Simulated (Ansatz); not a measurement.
The end point of a relaxation of SnO₂. Computed with r2SCAN (plane waves to 500 eV, PAW, scalar-relativistic; Ansatz, a quantum-chemistry and plane-wave program).

```xyz
12
Lattice="6.2425 0.0000 0.0000 -3.1213 5.4062 0.0000 0.0000 0.0000 10.1897" Properties=species:S:1:pos:R:3 pbc="T T T"
Sn     0.0000     3.6041     0.6362
Sn     3.1213     1.8021     5.7310
Sn     3.1213     1.8021     9.5535
Sn     0.0000     3.6041     4.4587
O      0.0000     3.6041     2.5474
O      3.1213     1.8021     7.6423
O      3.1213     0.0000     0.0000
O      1.5606     2.7031     5.0948
O     -1.5606     2.7031     0.0000
O      3.1213     0.0000     5.0948
O      1.5606     2.7031     0.0000
O     -1.5606     2.7031     5.0948
```

**Question.** Find the space group and the Wyckoff positions (tolerance 0.01 Å).

**Answer.** Space group P6₃/mmc (No. 194); a = b = 6.2425 Å, c = 10.1897 Å, α = β = 90.00°, γ = 120.00°

```json
[
 {"atom": "Sn", "site": "4f", "symmetry": "3m.", "x": "0.3333", "y": "0.6667", "z": "0.0624"},
 {"atom": "O", "site": "2c", "symmetry": "-6m2", "x": "0.3333", "y": "0.6667", "z": "0.2500"},
 {"atom": "O", "site": "6g", "symmetry": ".2/m.", "x": "0.5000", "y": "0.5000", "z": "0.5000"}
]
```

This is the AFLOW prototype A2B_hP12_194_cg_f (C10, as in SiO2).

**Question.** Give the shortest distances between elements (the closest pairs, up to four, under 3.6 Å).

**Answer.** O–Sn 1.91 Å; O–O 3.12 Å.

```json
{
 "volume_per_atom": "28.66 Å³",
 "density": "2.91 g/cm³",
 "band_gap": "2.42 eV, direct at Γ (no spin-orbit coupling)"
}
```

No spin polarisation in the result.

The run could not lose the symmetry of its start.

The first start was generated by placing the elements on the sites of a structure type. Materials Project lists a structure of SnO2 in the same space group, P6₃/mmc (No. 194); the sites were not compared with it, nor with measured phases. Known forms of SnO2 include space group No. 136.
